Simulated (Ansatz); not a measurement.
Given:

Y2C:
```cif
data_CY2
_chemical_formula_sum 'Y2 C1'
_space_group_name_H-M_alt 'P 1'
_space_group_IT_number 1
_cell_length_a 6.43089
_cell_length_b 6.43089
_cell_length_c 6.43089
_cell_angle_alpha 32.146
_cell_angle_beta 32.146
_cell_angle_gamma 32.146
loop_
_space_group_symop_operation_xyz
  'x, y, z'
loop_
_atom_site_label
_atom_site_type_symbol
_atom_site_fract_x
_atom_site_fract_y
_atom_site_fract_z
_atom_site_occupancy
Y1 Y 0.73982 0.73982 0.73982 1
Y2 Y 0.26018 0.26018 0.26018 1
C1 C 0.00000 0.00000 0.00000 1
```

This is the PBEsol-relaxed structure.

**Question.** All from plane-wave PAW PBEsol (Ansatz code), unless another level is named. Give the highest zone-centre frequency.

**Answer.** 49.6 meV.

**Question.** And the Poisson's ratio?

**Answer.** 0.30.

Space group R-3m. The first step of the workflow began from a Materials Project structure, measured or hypothetical; the Crystallography Open Database files this formula in space group No. 166, but the cells were not matched. Its standing as an ambient phase is unchecked. Symmetry was held in the PBEsol relaxation; its stability against distortions is not shown here. The run is not spin-polarised.

Potentials: the later of the program's two PAW sets.
